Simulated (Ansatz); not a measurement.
The relaxed structure here is a generated cell of KTaO3: the first start was made by placing the elements on the sites of a structure type, and the end was not matched to a known phase here, so it may be hypothetical. Known forms of KTaO3 include space group No. 221.

A relaxed cell of KTaO$_{3}$ (P6₃/mmc (No. 194)), relaxed on a k-mesh at least as fine as the one used below. Level of theory: PBEsol (plane waves to 420 eV, PAW, scalar-relativistic; Ansatz, a program for electronic structure). Γ-centred k-mesh 5×5×5 on the run's cell (coarser than for final values), Fermi–Dirac smearing 0.05 eV.

```
CELL_PARAMETERS angstrom
      6.03305     0.00000     0.00000
     -3.01653     5.22478     0.00000
      0.00000     0.00000     5.36852
ATOMIC_POSITIONS crystal
  K  0.33333 0.66667 0.75000
  K  0.66667 0.33333 0.25000
  Ta 0.00000 0.00000 0.00000
  Ta 0.00000 0.00000 0.50000
  O  0.14233 0.28467 0.25000
  O  0.71533 0.85767 0.25000
  O  0.14233 0.85767 0.25000
  O  0.85767 0.71533 0.75000
  O  0.28467 0.14233 0.75000
  O  0.85767 0.14233 0.75000
```

The atoms are displaced along an unstable phonon of this cell by (Å):

```csv
atom,ux,uy,uz
K1,0.000,0.000,0.000
K2,0.000,0.000,0.000
Ta3,0.000,0.000,0.000
Ta4,0.000,0.000,0.000
O5,0.150,0.000,0.000
O6,-0.075,0.130,0.000
O7,-0.075,-0.130,0.000
O8,0.150,0.000,0.000
O9,-0.075,0.130,0.000
O10,-0.075,-0.130,0.000
```

What forces (eV/Å) and pressure result?


```tsv
atom	Fx	Fy	Fz
K1	0.00	0.00	0.00
K2	0.00	0.00	0.00
Ta3	0.00	0.00	0.00
Ta4	0.00	0.00	0.00
O5	0.10	-0.32	0.00
O6	0.22	0.24	0.00
O7	-0.32	0.07	0.00
O8	0.10	0.32	0.00
O9	-0.32	-0.07	0.00
O10	0.22	-0.24	0.00
```

Pressure -0.8 GPa.

Estimate the energy cost of the displacement in the harmonic approximation and compare with the calculation.

For a harmonic well ΔE = −½ Σ F·u = -0.044 eV a cell, or -4 meV/atom. The calculated energy relative to the undisplaced cell is -0.006 eV/atom, so the harmonic estimate holds well.

The undisplaced cell is probably no minimum: from this displacement the run went on to P-62c (No. 190), 0.055 eV/atom below it.

No spin polarisation in the result.
